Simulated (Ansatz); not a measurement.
SiC (wurtzite)

```
CELL_PARAMETERS angstrom
      3.09192     0.00000     0.00000
     -1.54596     2.67768     0.00000
      0.00000     0.00000     5.07421
ATOMIC_POSITIONS crystal
  Si 0.66667 0.33333 0.00052
  Si 0.33333 0.66667 0.50052
  C  0.66667 0.33333 0.62468
  C  0.33333 0.66667 0.12468
```

The slice is a (1 -1 0 0) plane (indices of the conventional cell) through the point (0.667, 0.333, 0.001) (fractional), spanned by u = [110] and v = [001] in vectors of this cell: u (3.09 Å) and v (5.07 Å, at 90° to u). It covers one period; positions are fractions (u, v).

All values below come from PBE (plane waves to 420 eV, PAW, scalar-relativistic; Ansatz, a quantum-chemistry and plane-wave program). k mesh 12×12×7. Near the nuclei the fields are pseudised (PAW); where an atom keeps semicore shells as valence, they peak there. SiC was relaxed with its symmetry unable to fall. The PAW data are Ansatz's earlier set.

Task: Around which element is the density of the highest valence band (whole band, smooth part) largest on this plane?

Result: C. Mean over a disc round each atom, of radius 0.45 times the shortest bond: C 0.152, Si 0.033 e/Å³.

Task: What is the ELF at the midpoint of the shortest Si–C line in this plane (1.91 Å)?

Result: 0.9.

Task: The ELF has a maximum in the middle third of the Si–C line. Where, and how high?

Result: 0.93, 1.0 Å from Si.

Task: Predict the map of the valence electron density on the slice.

Result: 
```
|..::::--======--------======--::::|
|------====----::::::::----====----|
|++++======--::........::--======++|
|****++++==--..        ..--==++++**|
|####**++==--..        ..--==++**##|
|%%####**==--..        ..--==**####|
|@@%%%%**++--::..    ..::--++**%%%%|
|@@@@%%##**==--::....::--==**##%%@@|
|@@@@@@%%##++==--::::--==++##%%@@@@|
|@@@@@@@@##**==--------==**##@@@@@@|
|@@@@@@@@##**++==----==++**##@@@@@@|
|@@@@@@%%##**++========++**##%%@@@@|
|@@@@%%%%##**++========++**##%%%%@@|
|%%######**++====----====++**######|
|******++++====--------====++++****|
|========--------------------======|
|::::::::::::::::::::::::::::::::::|
|..........::::::::::::::::........|
|        ....::::::::::::....      |
|      ....::::::----::::::....    |
|........::::------------::::......|
|::::::::------========------::::::|
|--------========++++========------|
|----====++++++++++++++++++++====--|
|----==++++++++++++++++++++++++==--|
|::::==++++**++++++++++++**++++==::|
|..::--==++++++++++++++++++++==--::|
|....::==++++++========++++++==::..|
```
Scale: ten equal steps from -1.05 (start of ' ') to 0.24 (end of '@'), in the order ' .:-=+*#%@'. Values: log₁₀ of the valence density in e/Å³. The map has 17 points along u (two characters each, u = 0 at the left) and 28 along v (v = 0 in the bottom row). The scale is logarithmic, as a density can span decades between atoms and voids.
